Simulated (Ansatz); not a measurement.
**C, first-principles data**

C:
```
CELL_PARAMETERS angstrom
      4.83626     0.00000     0.00000
      0.00000     4.83626     0.00000
      0.00000     0.00000     4.83626
ATOMIC_POSITIONS crystal
  C  0.00000 0.00000 0.00000
  C  0.50000 0.50000 0.50000
  C  0.17783 0.17783 0.17783
  C  0.32217 0.32217 0.32217
  C  0.17783 0.82217 0.82217
  C  0.32217 0.67783 0.67783
  C  0.82217 0.17783 0.82217
  C  0.67783 0.32217 0.67783
  C  0.82217 0.82217 0.17783
  C  0.67783 0.67783 0.32217
```

Space group Pn-3m (No. 224); conventional cell a = b = c = 4.836 Å, α = β = γ = 90.00°.

Method: DFT-PBE in the program Ansatz with PAW potentials. The cell and atoms are relaxed at this level. Other levels are named where they apply.

Cell and energy:

* **Volume per atom**: 11.31 Å³
* **Density**: 1.76 g/cm³

Electronic structure:

Band gap: 4.18 eV (indirect)
Valence-band maximum: at R
Conduction-band minimum: on the M–Γ line, 58 % of the way from M (12 equivalent valleys)
Smallest direct gap on the standard path: 4.50 eV
Electron effective mass: 2.3, 2.6, 3.3 mₑ (principal values)

Mechanics:

* **Bulk modulus (Birch–Murnaghan fit)**: 167 GPa
* **Pressure derivative B′**: 3.8

The start of the workflow was typed in or built on a structure type; neither database checked (COD, Materials Project) lists it. It is not the phase usual at ambient conditions (space group No. 194, 227). Symmetry was held in the PBE relaxation; whether a distortion lowers the energy is not shown.

Potentials: the later of the program's two PAW sets.
